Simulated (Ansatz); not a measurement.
This cell of ScAl3 (Cu3Au type) is off equilibrium:

```yaml
crystal:
  lattice:
    - [4.10550, 0.00000, 0.00000]
    - [0.00000, 4.10550, 0.00000]
    - [0.00000, 0.00000, 4.10550]
  atoms:
    - { symbol: Al, position: [0.07578, 0.57578, 0.60717] }
    - { symbol: Al, position: [0.50000, 0.50000, 0.00000] }
    - { symbol: Al, position: [0.50000, 0.00000, 0.50000] }
    - { symbol: Sc, position: [0.00000, 0.00000, 0.00000] }
```

Computed with PBE (plane waves to 420 eV, PAW, scalar-relativistic; Ansatz, a program for electronic structure). k mesh 9×9×9 (Γ-centred), Fermi-Dirac smearing 0.05 eV. E stands for the smeared free energy. Compression counts positive. With partly filled bands, energies and forces of such displacements shift with the k mesh and the smearing. ScAl3 is run without spin polarisation. ScAl3 was relaxed with its symmetry unable to fall.

**Question.** What forces act on the atoms (eV/Å, Cartesian)?

**Answer.** 
| atom | Fx | Fy | Fz |
|---|---|---|---|
| Al1 | -2.083 | -2.722 | -3.606 |
| Al2 | 1.251 | -0.155 | 1.378 |
| Al3 | 0.784 | 0.872 | -0.074 |
| Sc4 | 0.048 | 2.005 | 2.303 |

**Question.** What is the stress tensor (GPa)?

**Answer.** 
```
    6.2      1.4      3.4
    1.4      7.8      4.0
    3.4      4.0      8.0
```
The pressure, a third of the trace, is 7.3 GPa.

**Question.** In it atom 1 sits (0.311, 0.311, 0.440) Å away from its relaxed site. What is its energy relative to the relaxed cell?

**Answer.** 1329 meV/cell.

(A displaced cell: forces are minus the slopes of the energy, force constants its curvatures, and phonons follow from these.)
